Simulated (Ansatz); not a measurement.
**GaAs with Sn replacing Ga — 119Sn Mössbauer parameters**

Cell: a supercell of GaAs (zinc blende type, F-43m) built from a COD entry, with the ions relaxed around the defect (PBE).

```xyz
54
Lattice="0.0000 8.4805 8.4805 8.4805 0.0000 8.4805 8.4805 8.4805 0.0000" Properties=species:S:1:pos:R:3 pbc="T T T"
Sn    0.0000    0.0000    0.0000
Ga    2.8561    2.8561   -0.0239
Ga    5.6245    5.6245   -0.0239
Ga    2.8561   -0.0239    2.8561
Ga    5.6590    2.8216    2.8216
Ga    8.5045    5.6245    2.8561
Ga    5.6245   -0.0239    5.6245
Ga    8.5045    2.8561    5.6245
Ga   11.3101    5.6510    5.6510
Ga   -0.0239    2.8561    2.8561
Ga    2.8216    5.6590    2.8216
Ga    5.6245    8.5045    2.8561
Ga    2.8216    2.8216    5.6590
Ga    5.6590    5.6590    5.6590
Ga    8.4805    8.4805    5.6620
Ga    5.6245    2.8561    8.5045
Ga    8.4805    5.6620    8.4805
Ga   11.2991    8.4805    8.4805
Ga   -0.0239    5.6245    5.6245
Ga    2.8561    8.5045    5.6245
Ga    5.6510   11.3101    5.6510
Ga    2.8561    5.6245    8.5045
Ga    5.6620    8.4805    8.4805
Ga    8.4805   11.2991    8.4805
Ga    5.6510    5.6510   11.3101
Ga    8.4805    8.4805   11.2991
Ga   11.3101   11.3101   11.3101
As    1.5066    1.5066    1.5066
As    4.2403    4.2403    1.4252
As    6.9740    6.9740    1.5066
As    4.2403    1.4252    4.2403
As    7.0553    4.2403    4.2403
As    9.8925    7.0686    4.2496
As    6.9740    1.5066    6.9740
As    9.8925    4.2496    7.0686
As   12.7115    7.0686    7.0686
As    1.4252    4.2403    4.2403
As    4.2403    7.0553    4.2403
As    7.0686    9.8925    4.2496
As    4.2403    4.2403    7.0553
As    7.0671    7.0671    7.0671
As    9.8940    9.8940    7.0671
As    7.0686    4.2496    9.8925
As    9.8940    7.0671    9.8940
As   12.7115    9.8925    9.8925
As    1.5066    6.9740    6.9740
As    4.2496    9.8925    7.0686
As    7.0686   12.7115    7.0686
As    4.2496    7.0686    9.8925
As    7.0671    9.8940    9.8940
As    9.8925   12.7115    9.8925
As    7.0686    7.0686   12.7115
As    9.8925    9.8925   12.7115
As   12.7208   12.7208   12.7208
```

Atoms are numbered from 1 in the order listed; like atoms form one site, named after its first atom.

The numbers come from a DFT calculation in Ansatz (PBE, plane waves and PAW, scalar-relativistic, 420 eV cutoff, Γ-centred 2×2×2 k-points, Fermi–Dirac smearing 0.01 eV, cell charge -1).

Isomer shifts (against SnO₂) follow from the electron density at the nucleus, δ = α(ρ − ρ₀), with α = 0.099 mm s⁻¹ a₀³ and ρ₀ = 183191.44 a₀⁻³ from a line fitted to 8 measured compounds at this level of theory (rms miss 0.12 mm/s). ΔE_Q = ½eQV_zz(1 + η²/3)^½ with Q = -0.132 b for the 23.9 keV state.

Question: What would the 119Sn spectrum's parameters be?

Answer: 

```json
{"site": "Sn", "atoms": "1", "first shell": "4 As at 2.61 Å", "ρ − ρ₀ (a₀⁻³)": "21.4", "δ (mm/s)": "2.11", "ΔE_Q (mm/s)": "0.00", "η": "–"}
```

The shift of Sn is in the range of covalently or intermetallically bonded tin.

The run isn't spin-polarised, and a state with spin may lie lower. The defect repeats with the cell of 54 atoms, so it feels its images: sites between two images don't show the values beside a lone defect, and zeros or small values of η there can come from the images' arrangement. The relaxation keeps the site symmetry -43m of the start, so the impurity can't leave its site; a distortion that would localise the partly filled state isn't explored. A uniform background compensates the cell's charge.

The relaxation (4 steps) took 2.1 min of wall time (7.5 min of CPU time) and 6 GiB at its peak, on 4 threads of Intel Xeon Platinum 8375C CPU @ 2.90GHz (Ice Lake) (x86_64; 16 cores open to the job, memory cap 8.0 GiB, no GPU), a shared host with a load of 0.6 a core.
